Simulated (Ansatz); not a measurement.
Electric field gradients in Co at a changed volume

The cell is a COD entry, relaxed with PBE at fixed cell and then changed (volume scaled by 1.06, ions relaxed).

```
Co
1.0
     2.55454    0.00000    0.00000
    -1.27727    2.21229    0.00000
     0.00000    0.00000    4.16950
Co
2
Direct
  0.33333 0.66667 0.25000
  0.66667 0.33333 0.75000
```

Atom numbers follow the list; atoms alike are taken as one site, whose name carries the number of the first.

Computed with Ansatz: DFT, PBE, plane waves and PAW, scalar-relativistic, collinear spin, 420 eV cutoff, Γ-centred 21×21×11 k-points, Fermi–Dirac smearing 0.05 eV. Start moments as typed (μB): 2 on each Co.

Conventions: |V_zz| ≥ |V_yy| ≥ |V_xx|, η = (V_xx − V_yy)/V_zz, C_Q = eQV_zz/h. Directions are in the Cartesian axes of the cell vectors above, for the atom listed; none is given where the gradient is under 0.02 or η is above 0.95.

```tsv
site	first atom	first shell	V_zz (10²¹ V/m²)	η	direction of V_zz (x, y, z)
Co	1	12 Co at 2.55 Å	-0.031	0.00	0.00 0.00 1.00
```

An axis of threefold or higher order runs through Co, so V_zz lies along it and η is zero.

With no gap above 0.1 eV, as in a metal, the gradients converge slowly in k; expect changes of a tenth or more on a denser mesh. At this changed cell the PBE pressure is -14 GPa.
